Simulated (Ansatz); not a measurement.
Sr2HN in space group R-3m (No. 166; Sr on 6c, H on 3a, N on 3b) at seven volumes, the program Ansatz at the PBEsol level (PAW), shape and atoms relaxed at each. One row is withheld.

```tsv
V (Å³/atom)	P (GPa)
17.447	4.85
18.022	?
18.597	1.39
19.172	0.00
19.747	-1.19
20.323	-2.21
20.898	-3.10
```

Fit the shown pressures and predict the withheld one.

Third-order Birch–Murnaghan: P = (3/2)B₀(x^(7/2) − x^(5/2))[1 + (3/4)(B′ − 4)(x − 1)] with x = (V₀/V)^(2/3). Least squares on the six rows gives V₀ = 19.174 Å³/atom, B₀ = 42.66 GPa, B′ = 3.95. At V = 18.022, x = 1.0422 and P = 2.99 GPa. The run itself gave 2.99 GPa.

The workflow started from a Materials Project entry (that database holds measured and hypothetical structures alike); the Crystallography Open Database copy checked does not list it. Its standing as an ambient phase is unchecked. The PBEsol relaxation kept the symmetry of its start; whether a distortion lowers the energy is not shown.

Potentials: the later of the program's two PAW sets.
